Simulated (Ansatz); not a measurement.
A free-standing chair-type functionalised monolayer of SnH was relaxed with 5 functionals in Ansatz, cell and atoms free, the symmetry of the start kept (meshes: PBE 6×6×1, r2SCAN 6×6×1, PBEsol 6×6×1, LDA 6×6×1, HSE06 6×6×1). (Calculated; spin-unpolarised; the phase may be known or hypothetical.)

The r2SCAN result:
```
Sn H
1.0
     4.65864    0.00000    0.00000
    -2.32932    4.03450    0.00000
     0.00000    0.00000   32.36693
Sn H
2 2
Direct
  0.33333 0.66667 0.32172
  0.66667 0.33333 0.29619
  0.33333 0.66667 0.37492
  0.66667 0.33333 0.24299
```
The sheet repeats along a and b alone.

In-plane lattice: a = 4.659 Å, b = 4.659 Å, γ = 120.0°; thickness between the outer nuclei 4.27 Å. Around Sn lie 1 H at 1.72 Å and 3 Sn at 2.81 Å; around H lie 1 Sn at 1.72 Å.

(1) How does the cell change with HSE06?

(2) What lattice does PBEsol give?

(3) Held at the r2SCAN cell, what mean stress do LDA and PBE find, and does its sign point to their own minimum?

Results:

(1) a = 4.653 Å; the area differs by -0.2 % from r2SCAN's. Sn has 1 H at 1.72 Å and 3 Sn at 2.81 Å; H has 1 Sn at 1.72 Å.

(2) a = 4.634 Å; the area differs by -1.1 % from r2SCAN's. Sn has 1 H at 1.73 Å and 3 Sn at 2.80 Å; H has 1 Sn at 1.73 Å.

(3) Yes. LDA -0.87 N/m, and its relaxed area is -3.3 % from r2SCAN's; PBE +0.56 N/m, and its relaxed area is +2.4 % from r2SCAN's. Compression counts positive, so a positive stress asks for a larger cell.
